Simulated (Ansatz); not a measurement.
W: opening a crack plane

W, Fm-3m, a = 3.998 Å. This isn't the element's structure at ambient conditions. Ansatz: PBEsol, PAW, 420 eV, Γ-centred 24×24×5 mesh on 6 atoms, Gaussian smearing 0.15 eV; no spin polarisation. One cut on (111) per cell of 6 atoms is opened rigidly by x, between planes of W and W that stand 2.31 Å apart; y is the energy per area (6.921 Å², 1 eV/Å² = 16.02 J/m²).

```tsv
x (Å)	y (J/m²)
0.00	0.000
0.25	?
0.50	1.332
0.75	2.336
1.00	3.178
1.50	4.384
2.00	5.101
3.00	5.721
4.50	5.901
6.00	5.911
```

**Question.** Fit the universal binding curve y = W[1 − (1 + x/l) e^(−x/l)] to the other rows, give the peak stress, and predict the missing value.

**Answer.** Least squares gives W = 5.90 J/m² and l = 0.558 Å. The stress dy/dx peaks at x = l with W/(e l) = 38.9 GPa, for rigid faces. At x = 0.25: x/l = 0.448, y = 0.442 J/m². The run gave 0.406 J/m², so the fit is 0.036 J/m² too high, within twice the rms miss on the fitted rows (0.028 J/m²).

Spin–orbit coupling is left out, which can shift energies with elements as heavy as these.

Cost: 12 runs of about 16 core-minutes in all, on Arm Neoverse V1 (shared hosts).